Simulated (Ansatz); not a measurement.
Bi2S3 in space group Pnma (No. 62; Pearson symbol oP20), LDA in the plane-wave PAW code Ansatz. The conduction-band minimum lies at Γ, with 1 equivalent valley. Second derivatives d²E/dk² of the lowest band at one valley (eV·Å²), along Cartesian directions:

| direction | d²E/dk² |
|---|---|
| [100] | 31.73 |
| [010] | 10.28 |
| [001] | 11.78 |
| [110] | 21.04 |
| [101] | 21.73 |
| [011] | 11.09 |

Question: Find the principal effective masses, the density-of-states mass and the conductivity mass.

Answer: Off-diagonal terms follow from H_xy = H[110] − (H_xx + H_yy)/2, and m*/mₑ = 7.620 eV·Å² over each eigenvalue: 0.24, 0.65, 0.74. One valley's DOS mass (m₁m₂m₃)^(1/3) = 0.49, conductivity mass 3/(Σ 1/mᵢ) = 0.42 mₑ.

Question: What effective density of states Nc follows at 300 K for parabolic valleys?

Answer: Nc = 2.509e19 × 1 × (0.49)^(3/2) ≈ 8.6e18 cm⁻³.

The LDA relaxation kept the symmetry of its start. A crystal of weakly bound layers computed without a dispersion correction: the cell and the soft elastic constants depend strongly on that. Scalar-relativistic: spin–orbit coupling is off unless named, which matters more the heavier the elements.

Potentials: the later of the program's two PAW sets.

Edges and masses are those of Kohn–Sham bands, whose gap is no quasiparticle gap.
